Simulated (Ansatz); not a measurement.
YGaI:
```yaml
crystal:
  lattice:
    - [4.17919, 0.00000, 0.00000]
    - [-2.08959, 3.61928, 0.00000]
    - [0.00000, 0.00000, 11.79938]
  atoms:
    - { symbol: Y, position: [0.00000, 0.00000, 0.82905] }
    - { symbol: Y, position: [0.00000, 0.00000, 0.17095] }
    - { symbol: Ga, position: [0.33333, 0.66667, 0.97165] }
    - { symbol: Ga, position: [0.66667, 0.33333, 0.02835] }
    - { symbol: I, position: [0.66667, 0.33333, 0.65905] }
    - { symbol: I, position: [0.33333, 0.66667, 0.34095] }
```

Relaxed with r²SCAN. Special points in fractions of this cell's reciprocal vectors: Γ (0.000, 0.000, 0.000); M (0.500, 0.000, 0.000); K (0.333, 0.333, 0.000); A (0.000, 0.000, 0.500); L (0.500, 0.000, 0.500); H (0.333, 0.333, 0.500).

Problem. List the band energies nearest the Fermi level at these points for the program Ansatz at the r²SCAN level (PAW).

Solution. In eV from the Fermi level; about four levels below and three above (degenerate sets whole), none deeper than 8.9 eV; points with the same levels are listed once.

| k | below | above |
|---|---|---|
| Γ | -2.29 -0.40 -0.40 -0.06 | 1.20 1.20 1.65 1.65 |
| M | -1.92 -1.85 -1.15 -0.03 | 2.30 2.58 2.70 |
| K | -3.90 -3.90 -3.40 -1.32 -1.32 | 2.11 2.11 2.31 |
| A | -2.94 -2.94 -2.88 -0.39 -0.39 | 0.23 1.17 1.17 |
| L | -1.91 -1.84 -1.04 -0.04 | 2.59 2.60 2.63 |
| H | -3.90 -3.90 -3.34 -1.29 -1.29 | 1.94 1.94 2.32 |

Space group P-3m1. The workflow started from a Materials Project entry (that database holds measured and hypothetical structures alike); the Crystallography Open Database copy checked does not list it. Whether it is the stable phase at ambient conditions was not checked. The cell was relaxed with r²SCAN under the symmetry of its start; its stability against distortions is not shown here. The run is not spin-polarised. A crystal of weakly bound layers computed without a dispersion correction: the cell and the soft elastic constants depend strongly on that. Spin–orbit coupling is left out wherever it is not named.

Potentials: the later of the program's two PAW sets.
